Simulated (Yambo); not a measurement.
G0W0@PBEsol for a free-standing P monolayer (symmetry Pmna, slab cell 15.1 Å high) in Yambo. Reference settings: 4×6×1 Γ-centred k mesh, 202 bands and a 8 Ry block in the screening, 202 bands in G with the Bruneval-Gonze terminator, plasmon pole fitted at 27.2 eV, slab-truncated Coulomb interaction, stochastic integration of W near q = 0. The PBEsol gap Γ → Γ on this mesh is 0.72 eV; G0W0 gaps are taken between the same points.

The settings were changed. The gap went from 1.72 eV to 1.70 eV, and the shift of the valence edge from -0.70 eV to -0.59 eV.

Task: Name the change that produced these shifts.
(A) no stochastic integration of W
(B) 7 Ry block
(C) no terminator
(D) 67 bands in G, no terminator

Result: C, no terminator. The others gave (gap, valence shift): no stochastic integration of W: 3.15, -1.46 eV; 67 bands in G, no terminator: 1.66, -0.26 eV; 7 Ry block: 1.70, -0.67 eV.

Geometry relaxed with PBEsol; primitive cell a = 4.413 Å, b = 3.297 Å, c = 15.100 Å, α = β = γ = 90.00°.

A shift is the quasiparticle energy of the state minus its PBEsol energy.
